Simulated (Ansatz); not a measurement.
Ta2GeB2 in space group P-6m2 (No. 187; Ta on 2h, Ge on 1a, B on 1b, B on 1f) at seven volumes, DFT-PBEsol in the program Ansatz with PAW potentials, shape and atoms relaxed at each. One row is withheld.

| V (Å³/atom) | P (GPa) |
|---|---|
| 10.978 | 27.80 |
| 11.340 | 17.05 |
| 11.702 | 7.85 |
| 12.064 | 0.00 |
| 12.426 | ? |
| 12.788 | -12.28 |
| 13.149 | -16.88 |

Task: Fit the shown pressures and predict the withheld one.

Result: Third-order Birch–Murnaghan: P = (3/2)B₀(x^(7/2) − x^(5/2))[1 + (3/4)(B′ − 4)(x − 1)] with x = (V₀/V)^(2/3). Least squares on the six rows gives V₀ = 12.066 Å³/atom, B₀ = 238.6 GPa, B′ = 4.46. At V = 12.426, x = 0.9806 and P = -6.57 GPa. The run itself gave -6.67 GPa.

The start of the workflow was typed in or built on a structure type; neither database checked (COD, Materials Project) lists it. Whether it is the stable phase at ambient conditions was not checked. The PBEsol relaxation kept the symmetry of its start; whether a distortion lowers the energy is not shown. The run is not spin-polarised. Scalar-relativistic: spin–orbit coupling is off unless named, which matters more the heavier the elements.

Potentials: the earlier of the program's two PAW sets. The files were generated under PBE; for other functionals the program regenerates the frozen cores, and for LDA and PBEsol the local potential too.
